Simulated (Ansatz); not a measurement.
# Zincblende alloy of GaAs and GaBi (6 of 32 As sites exchanged), 64 atoms

Ansatz, PAW, plane waves. PBEsol relaxation of volume and atoms (shape held) at the single k point (¼, ¼, ¼) without its symmetry partners; single points on the relaxed atoms at the single k point (¼, ¼, ¼) without its symmetry partners, onto which points of the small cell's zone fold. Arrangement: quasirandom. No spin–orbit coupling unless named.

Relaxed structure:

```xyz
64
Lattice="11.5602 0.0000 0.0000 0.0000 11.5602 0.0000 0.0000 0.0000 11.5602" Properties=species:S:1:pos:R:3 pbc="T T T"
Ga   11.4850   11.4751   11.3960
Ga    0.0092   11.5395    5.8141
Ga    0.0843    5.9081   11.4684
Ga    0.1188    5.6851    5.8955
Ga    5.7813   11.3124    0.0184
Ga    5.6822    0.1242    5.8869
Ga    5.7724    5.7975   11.5241
Ga    5.7529    5.8082    5.8032
Ga    2.8875    3.1230    0.0031
Ga    2.8880    2.8902    5.8217
Ga    2.8935    8.6613   11.5168
Ga    2.8918    8.6495    5.7824
Ga    8.6736    2.8913   11.2811
Ga    8.6663    2.8980    5.7946
Ga    8.6830    8.6463   11.5469
Ga    8.6738    8.6673    6.0048
Ga    3.0106   11.4579    2.9975
Ga    2.7713   11.4628    8.5733
Ga    2.8706    5.8171    2.9025
Ga    2.9141    5.8135    8.6434
Ga    8.9176    0.0272    2.8802
Ga    8.6538   11.5569    8.6443
Ga    8.4104    5.7825    2.8735
Ga    8.6901    5.8063    8.6644
Ga    0.0149    2.9018    3.1557
Ga    0.0181    2.8794    8.6493
Ga    0.1303    8.7604    2.7743
Ga   11.5563    8.6555    8.6554
Ga    5.6527    2.9882    3.0011
Ga    5.8850    3.0142    8.5541
Ga    5.6663    8.5345    2.8084
Ga    5.7632    8.6551    8.6733
Bi    1.4405    1.4226    1.4703
Bi    7.2245    1.4779    1.4285
Bi   10.1043    4.3378    1.4357
Bi    4.3534    1.4467   10.0769
Bi   10.1438    7.2093    4.3369
Bi    7.2052   10.1251    4.3427
As    1.4269    1.4372    7.2042
As    1.5080    7.2558    1.4013
As    1.4681    7.2386    7.2460
As    7.2506    1.4766    7.2216
As    7.1566    7.2361    1.3704
As    7.1900    7.2018    7.2835
As    4.3366    4.4441    1.4792
As    4.3296    4.3682    7.2067
As    4.2960   10.0070    1.4509
As    4.3080   10.0948    7.2255
As   10.1224    4.3193    7.2516
As   10.1697   10.0953    1.3638
As   10.1436   10.1352    7.2845
As    4.2883    1.4804    4.3957
As    4.2992    7.1991    4.3512
As    4.3322    7.2265   10.1001
As   10.1430    1.4365    4.4573
As   10.1212    1.4116    9.9939
As   10.1221    7.2544   10.0786
As    1.5250    4.3502    4.4045
As    1.4430    4.4160   10.0437
As    1.4728   10.1055    4.3716
As    1.4246   10.0489   10.0650
As    7.1520    4.3418    4.4048
As    7.2247    4.4128   10.0440
As    7.2560   10.0505   10.0782
```

Q: What are the mean bond lengths by pair (pairs within 1.2 times the sum of covalent radii, less contacts 15 % beyond the pair's median; cation–cation pairs of compounds aside; long ionic contacts are cut short by that bound)?

A: As–Ga 2.468 ± 0.019 Å (standard deviation, 104 bonds); Bi–Ga 2.671 ± 0.013 Å (standard deviation, 24 bonds).

Q: What gap lies between the top filled and the lowest empty level in the single points?

A: r²SCAN 1.17 eV (8.2 s on NVIDIA GB300). Away from Γ this isn't the crystal's band gap.
